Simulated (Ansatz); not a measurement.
The start is a relaxed CdSe cell, doubled along one cell vector, shaken by Gaussian noise of σ = 0.08 Å a coordinate. The structure is fully relaxed (lattice and positions, P = 0) with PBEsol (plane waves to 420 eV, PAW, scalar-relativistic; Ansatz, a first-principles code). The first steps use a coarse 4×7×7 k-mesh.

Starting cell:
```
CELL_PARAMETERS angstrom
      0.00000     6.08181     6.08181
      3.04091     0.00000     3.04091
      3.04091     3.04091     0.00000
ATOMIC_POSITIONS crystal
  Se 0.36976 0.81307 0.71624
  Se 0.87121 0.74765 0.71618
  Cd 0.99876 0.98163 0.00034
  Cd 0.51048 0.01848 0.95215
```

```json
{
 "relative_to_the_parent": "It relaxes back to the parent, F-43m (No. 216)",
 "band_gap_at_the_end": "0.48 eV, direct at Γ (no spin-orbit coupling)",
 "optimiser_moves": "3"
}
```

Relaxed structure:

```cif
data_Cd4Se4
_chemical_formula_sum 'Se4 Cd4'
_space_group_name_H-M_alt 'F-43m'
_space_group_IT_number 216
_space_group_name_Hall 'F -4 2 3'
_cell_length_a 6.08185
_cell_length_b 6.08185
_cell_length_c 6.08185
_cell_angle_alpha 90.000
_cell_angle_beta 90.000
_cell_angle_gamma 90.000
loop_
_atom_site_label
_atom_site_type_symbol
_atom_site_symmetry_multiplicity
_atom_site_Wyckoff_symbol
_atom_site_fract_x
_atom_site_fract_y
_atom_site_fract_z
_atom_site_occupancy
Se1 Se 4 c 0.25000 0.25000 0.25000 1
Cd1 Cd 4 a 0.00000 0.00000 0.00000 1
```
(The calculation used a cell of 2 atoms; values per cell refer to that cell.)

Final values are on a 9×9×9 k-mesh of the relaxed cell. No spin polarisation in the result.
